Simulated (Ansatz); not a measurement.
The cell of MnAgC₆N₆ is invented: cyanide-bridged rock-salt net of two metals, 0 guest cations a cell (Fm-3m, No. 225). The dimensions are guesses.

```cif
data_structure
_symmetry_space_group_name_H-M 'P 1'
_symmetry_Int_Tables_number 1
_cell_length_a 7.3850
_cell_length_b 7.3850
_cell_length_c 7.3850
_cell_angle_alpha 60.000
_cell_angle_beta 60.000
_cell_angle_gamma 60.000
_cell_volume 284.80
loop_
_atom_site_label
_atom_site_type_symbol
_atom_site_fract_x
_atom_site_fract_y
_atom_site_fract_z
_atom_site_occupancy
Mn1 Mn 0.50000 0.50000 0.50000 1
Ag1 Ag 0.00000 0.00000 0.00000 1
C1 C 0.80640 0.19360 0.19360 1
C2 C 0.19360 0.80640 0.19360 1
C3 C 0.19360 0.19360 0.80640 1
C4 C 0.19360 0.80640 0.80640 1
C5 C 0.80640 0.19360 0.80640 1
C6 C 0.80640 0.80640 0.19360 1
N1 N 0.69437 0.30563 0.30563 1
N2 N 0.30563 0.69437 0.30563 1
N3 N 0.30563 0.30563 0.69437 1
N4 N 0.30563 0.69437 0.69437 1
N5 N 0.69437 0.30563 0.69437 1
N6 N 0.69437 0.69437 0.30563 1
```

Method: Ansatz 0.2.0, DFT PBE, scalar-relativistic, plane waves, PAW. Cutoff 420 eV, Gaussian smearing, Γ-centred meshes. Cell and atoms relax first on a coarse mesh and then on a finer one. In between, the cell is made exact in the group found at 0.06 Å. In metals the finer mesh still leaves noise of several meV/atom or more. The steps can't lower the symmetry of their start. Collinear spin, starting moments Mn 4.0 μB.

A guess keeps its type if space group and coordination stay and the shape of the cell changes little (axis ratios within about 15 %, angles within 6°); the volume may change.

Q: Does this structure survive the relaxation?

A: It keeps its type. The symmetry stays Fm-3m (No. 225). The volume per atom grows by 6.0 %, from 20.3 to 21.6 Å³. The shortest distance stays 1.17 Å (C–N). Counting neighbours within 15 % of an atom's shortest distance, the start has Ag 6, C 1, Mn 6, N 1 and the end Ag 6, C 1, Mn 6, N 1.

The last run used collinear spin, a 6×6×6 mesh for its 14-atom cell and Gaussian smearing of 0.10 eV. In such compounds of Mn a zero gap at this level may well be an artefact, since no Hubbard U is applied. Another magnetic order may lie lower. A structure relaxed within its symmetry needn't be a true minimum.
